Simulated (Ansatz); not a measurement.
The calculation used DFT PBE, scalar-relativistic, plane waves, PAW (Ansatz 0.2.0). All cells share a 420 eV cutoff and Γ-centred k meshes spaced at most about 0.3 Å⁻¹ (about 0.25 or finer for metals, 2π included). Collinear spin in cells that started with moments and kept them past the coarse steps, no spin elsewhere.

Temperature and zero-point effects are left out.

Two forms of MnCoC6N6 were relaxed alike.

1. (site moments Mn 3.2 μB)

```
CELL_PARAMETERS angstrom
0.00000 5.07263 5.07263
5.07263 0.00000 5.07263
5.07263 5.07263 0.00000
ATOMIC_POSITIONS crystal
Mn 0.50000 0.50000 0.50000
Co 0.00000 0.00000 0.00000
C 0.81537 0.18463 0.18463
C 0.18463 0.81537 0.18463
C 0.18463 0.18463 0.81537
C 0.18463 0.81537 0.81537
C 0.81537 0.18463 0.81537
C 0.81537 0.81537 0.18463
N 0.70047 0.29953 0.29953
N 0.29953 0.70047 0.29953
N 0.29953 0.29953 0.70047
N 0.29953 0.70047 0.70047
N 0.70047 0.29953 0.70047
N 0.70047 0.70047 0.29953
```

2. (site moments Mn -1.5 μB)

```
CELL_PARAMETERS angstrom
0.00000 4.99224 4.99224
4.99224 0.00000 4.99224
4.99224 4.99224 0.00000
ATOMIC_POSITIONS crystal
Mn 0.00000 0.00000 0.00000
Co 0.50000 0.50000 0.50000
C 0.80410 0.19590 0.19590
C 0.19590 0.80410 0.19590
C 0.19590 0.19590 0.80410
C 0.19590 0.80410 0.80410
C 0.80410 0.19590 0.80410
C 0.80410 0.80410 0.19590
N 0.68741 0.31259 0.31259
N 0.31259 0.68741 0.31259
N 0.31259 0.31259 0.68741
N 0.31259 0.68741 0.68741
N 0.68741 0.31259 0.68741
N 0.68741 0.68741 0.31259
```

Question: Which placement of the atoms is lower in energy, and by how much?

Answer: Cell 1 is lower, by 77 meV/atom. The two share one framework of sites and differ in which element sits where. Cell 1 has space group Fm-3m (No. 225), 18.6 Å³/atom and no gap on its mesh; cell 2 has space group Fm-3m (No. 225), 17.8 Å³/atom and no gap. The shortest distance is 1.17 Å (C–N) in cell 1 and 1.17 Å (C–N) in cell 2. The lower one is the more open, so pressure narrows the difference. Even the lower one lies +0.29 eV/atom against the reference forms of the elements (uncorrected), so neither is stable at this level. In cell 1, around Mn lie 6 N at 2.03 Å; around Co lie 6 C at 1.87 Å; C has 1 N at 1.17 Å and 1 Co at 1.87 Å; N has 1 C at 1.17 Å and 1 Mn at 2.03 Å. In cell 2, around Mn lie 6 C at 1.96 Å; Co is surrounded by 6 N at 1.87 Å; C has 1 N at 1.17 Å and 1 Mn at 1.96 Å; around N lie 1 C at 1.17 Å and 1 Co at 1.87 Å. Both come from invented guesses.

In such compounds of Co and Mn a zero gap at this level may well be an artefact, since no Hubbard U is applied. The magnetic state reached may not be the lowest. Cells relaxed within their symmetry can be saddle points.
